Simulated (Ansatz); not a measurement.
LiTaO3 (LiNbO3 type, space group R3c)

```cif
data_Li6O18Ta6
_chemical_formula_sum 'Li6 Ta6 O18'
_space_group_name_H-M_alt 'R3c :H'
_space_group_IT_number 161
_space_group_name_Hall 'R 3 -2"c'
_cell_length_a 5.19098
_cell_length_b 5.19098
_cell_length_c 13.91434
_cell_angle_alpha 90.000
_cell_angle_beta 90.000
_cell_angle_gamma 120.000
loop_
_atom_site_label
_atom_site_type_symbol
_atom_site_symmetry_multiplicity
_atom_site_Wyckoff_symbol
_atom_site_fract_x
_atom_site_fract_y
_atom_site_fract_z
_atom_site_occupancy
Li1 Li 6 a 0.00000 0.00000 0.29409 1
Ta1 Ta 6 a 0.00000 0.00000 0.01208 1
O1 O 18 b 0.04964 0.34256 0.08137 1
```
(The calculation used a cell of 10 atoms; values per cell refer to that cell.)

E(V) scan at fixed shape, V₀ the volume above. The atoms relax within the cell's symmetry.

The numbers are results of PBE (plane waves to 420 eV, PAW, scalar-relativistic; Ansatz, an electronic-structure program), not measurements. k mesh 8×8×8 (Γ-centred), Fermi-Dirac smearing 0.05 eV. Energies are smeared free energies. Compression counts positive. With the shape held, the modulus is that of even scaling; a crystal free to change shape is softer. LiTaO3 is run without spin polarisation. LiTaO3 was relaxed with its symmetry unable to fall. Spin-orbit coupling is left out, though Ta is heavy. The PAW data are Ansatz's earlier set. The zero of ΔE is the relaxed starting cell.

The scan covers V/V₀ from 0.900 to 1.100 in 11 points.

### Question
What is the fitted pressure derivative B₀′?

### Answer
5.9.

### Question
What bulk modulus at fixed cell shape B₀ follows from a third-order Birch-Murnaghan fit?

### Answer
116 GPa.

(A scan under strain: stresses follow from slopes of the energy per volume, elastic moduli from its curvatures.)
